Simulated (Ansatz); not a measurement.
Wires are cut from relaxed bulk TiAl (Pm-3m, 15.72 Å³/atom, gap on the mesh 0.00 eV); atoms and period are relaxed, and energies count from that bulk.

Computed with DFT PBEsol, scalar-relativistic, plane waves, PAW in Ansatz.

Cutoff 420 eV, Gaussian smearing of 0.05 eV, energies at zero smearing, symmetry of each start kept, no spin polarisation.

| start | atoms | k mesh | excess energy (eV per host atom) | line energy (eV/Å) | period (Å) | gap on the mesh (eV) | highest filled level or Fermi level under vacuum (eV) |
| --- | --- | --- | --- | --- | --- | --- | --- |
| [001] wire, 16 host atoms a period | 16 | 1×1×17 | 0.701 | 4.123 | 2.720 | 0 | 4.12 |
| [001] wire, 20 host atoms a period | 20 | 1×1×17 | 0.599 | 4.324 | 2.768 | 0 | 3.97 |

Each run keeps its start's symmetry and one magnetic start, so lower states can exist.

Cost: 2 runs of about 110 core-minutes in all, on Arm Neoverse N1 (shared hosts).